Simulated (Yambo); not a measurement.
Yambo run on K₂CO₃ (space group C2/c, No. 15). The wavefunctions come from this Quantum ESPRESSO step (PBEsol, PseudoDojo standard norm-conserving files, scalar-relativistic):

```
&CONTROL
  calculation = 'nscf'
  pseudo_dir = './pseudo'
  outdir = './out'
/
&SYSTEM
  ibrav = 0
  nat = 12
  ntyp = 3
  ecutwfc = 84.0
  ecutrho = 336.0
  occupations = 'fixed'
  force_symmorphic = .true.
  nbnd = 275
/
&ELECTRONS
  conv_thr = 1.2000000000000002e-08
  diago_full_acc = .true.
  diago_thr_init = 1e-08
/
ATOMIC_SPECIES
C 12.0110 C.upf
O 15.9990 O.upf
K 39.0983 K.upf
CELL_PARAMETERS angstrom
  2.797930000000  -5.014585000000   0.000000000000
  2.797930000000   5.014585000000   0.000000000000
 -1.281838000000   0.000000000000   6.582339000000
ATOMIC_POSITIONS crystal
C   0.332380000000   0.667620000000   0.750000000000
C   0.667620000000   0.332380000000   0.250000000000
O   0.775770000000   0.569010000000   0.186950000000
O   0.224230000000   0.430990000000   0.813050000000
O   0.430990000000   0.224230000000   0.313050000000
O   0.569010000000   0.775770000000   0.686950000000
O   0.796860000000   0.203140000000   0.250000000000
O   0.203140000000   0.796860000000   0.750000000000
K   0.334510000000   0.665490000000   0.250000000000
K   0.665490000000   0.334510000000   0.750000000000
K   0.000000000000   0.000000000000   0.000000000000
K   0.000000000000   0.000000000000   0.500000000000
K_POINTS automatic
2 2 2 0 0 0
```

Yambo input:

```
rim_cut
gw0
dyson
el_el_corr
HF_and_locXC
ppa
em1d
RandQpts= 1000000
RandGvec= 1 Ry
EXXRLvcs= 84 Ry
VXCRLvcs= 336 Ry
Chimod= "HARTREE"
% BndsRnXp
 1 | 274 |
%
NGsBlkXp= 7 Ry
% LongDrXp
 1.0 | 1.0 | 1.0 |
%
PPAPntXp= 27.2114 eV
% GbndRnge
 1 | 274 |
%
GTermKind= "BG"
DysSolver= "n"
ExtendOut
% QPkrange
 1 | 1 | 40 | 41 |
 3 | 3 | 40 | 41 |
 4 | 4 | 40 | 41 |
 5 | 5 | 40 | 41 |
 6 | 6 | 40 | 41 |
 7 | 7 | 40 | 41 |
 8 | 8 | 40 | 41 |
%
```

k points by index: 1 = Γ, 3 = (0, -0.5, 0), 4 = (0, -0.5, -0.5), 5 = (-0.5, -0.5, 0), 6 = (-0.5, -0.5, -0.5), 7 = (0.5, 0, 0), 8 = (0.5, 0, 0.5).

The o-*.qp file then holds:

```
#    K-point    Band    Eo [eV]    E [eV]    E-Eo [eV]    Vxc [eV]    Vnlxc [eV]    Sc|Eo [eV]    Sc|E [eV]    dSc/dw|Eo [eV]    Re(Z)    Im(Z)
#
    1    40    0.000000    -1.666807    -1.666807    -19.80064    -25.93249    4.084153    4.465047    -6.217818    0.813999    -0.001130
    1    41    4.010220    5.010505    1.000285    -8.644011    -4.383570    -3.130844    -3.260157    -3.517527    0.885530    -0.682859E-3
    3    40    -0.184558    -1.885649    -1.701091    -19.38573    -25.48889    4.016141    4.402068    -6.172965    0.815092    -0.001257
    3    41    5.093937    7.168534    2.074597    -14.33965    -8.888162    -3.006112    -3.376888    -4.863084    0.848380    -0.985919E-3
    4    40    -0.176745    -1.865692    -1.688947    -19.38237    -25.47182    4.017387    4.400504    -6.172097    0.815114    -0.001180
    4    41    5.089011    7.161168    2.072158    -14.41797    -8.988773    -2.983713    -3.357044    -4.902359    0.847343    -0.901249E-3
    5    40    -0.109844    -1.797657    -1.687813    -19.51897    -25.61900    4.029730    4.412221    -6.166102    0.815260    -0.001302
    5    41    5.220935    7.369383    2.148448    -14.88656    -9.314990    -3.027303    -3.423126    -5.013153    0.844430    -0.941497E-3
    6    40    -0.223015    -1.929355    -1.706340    -19.20734    -25.28025    3.982204    4.366573    -6.129253    0.816162    -0.965666E-3
    6    41    5.406579    7.581443    2.174863    -15.26786    -9.703562    -2.980254    -3.389436    -5.119407    0.841654    -0.902411E-3
    7    40    -0.184558    -1.885708    -1.701150    -19.38573    -25.48890    4.016092    4.402012    -6.172633    0.815100    -0.001243
    7    41    5.093936    7.168460    2.074524    -14.33963    -8.888155    -3.006136    -3.376955    -4.863833    0.848361    -0.881689E-3
    8    40    -0.176744    -1.865861    -1.689117    -19.38237    -25.47183    4.017195    4.400344    -6.171989    0.815116    -0.001190
    8    41    5.089010    7.161111    2.072101    -14.41797    -8.988773    -2.983790    -3.357098    -4.902181    0.847347    -0.998020E-3
```
(The two width columns are left out.) Convergence of these settings isn't established.

Geometry of the Materials Project entry, not relaxed at this level.
